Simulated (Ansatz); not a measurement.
**Equation of state of Rb2WBr6**

A database entry relaxed whole under r2SCAN (Fm-3m):

```
Rb W Br
1.0
     0.00000    5.27194    5.27194
     5.27194    0.00000    5.27194
     5.27194    5.27194    0.00000
Rb W Br
2 1 6
Cartesian
  2.6360 2.6360 2.6360
  7.9079 7.9079 7.9079
  0.0000 0.0000 0.0000
  2.5316 5.2719 5.2719
  5.2719 2.5316 5.2719
  8.0123 5.2719 5.2719
  5.2719 8.0123 5.2719
  5.2719 5.2719 2.5316
  5.2719 5.2719 8.0123
```

The cell was scaled uniformly, its shape held, and the atoms relaxed at each volume with plane-wave PAW DFT (Ansatz 0.2.0; r2SCAN, 500 eV, 6×6×6 Γ-centred mesh, fermi-dirac occupations of width 0.100 eV; no spin, no spin-orbit coupling). One row is withheld.

| volume (Å³/atom) | energy over the lowest (meV/atom) | pressure (GPa) |
| --- | --- | --- |
| 30.607 | 4.9 | 1.07 |
| 31.259 | 1.8 | 0.64 |
| 31.910 | 0.2 | 0.28 |
| 32.561 | 0.0 | -0.01 |
| 33.212 | ? | ? |
| 33.863 | 2.7 | -0.48 |
| 34.515 | 5.4 | -0.66 |

**Question.** Fit the pressures of the other rows to the third-order Birch-Murnaghan form.

**Answer.** With f = [(V₀/V)^(2/3) − 1]/2 and P = 3B₀f(1 + 2f)^(5/2)[1 + 3(B₀′ − 4)f/2], least squares gives V₀ = 32.51 Å³ an atom, B₀ = 14 GPa and B₀′ = 7.8; the rows miss the fit by less than 0.01 GPa. The slope of the energies differs from these pressures by 0.10 GPa, since they are taken to zero smearing while pressures follow the free energy.

**Question.** What does the withheld row hold?

**Answer.** The fit gives -0.27 GPa at 33.212 Å³; the run gave -0.28 GPa and 0.9 meV an atom.

Caveats: the shape of the cell was held; 0 K, fixed nuclei; the symmetry was kept, and this need not be the phase that is stable at 0 K; one mesh for all volumes; every run is gapless at this level; pressure is positive in compression.
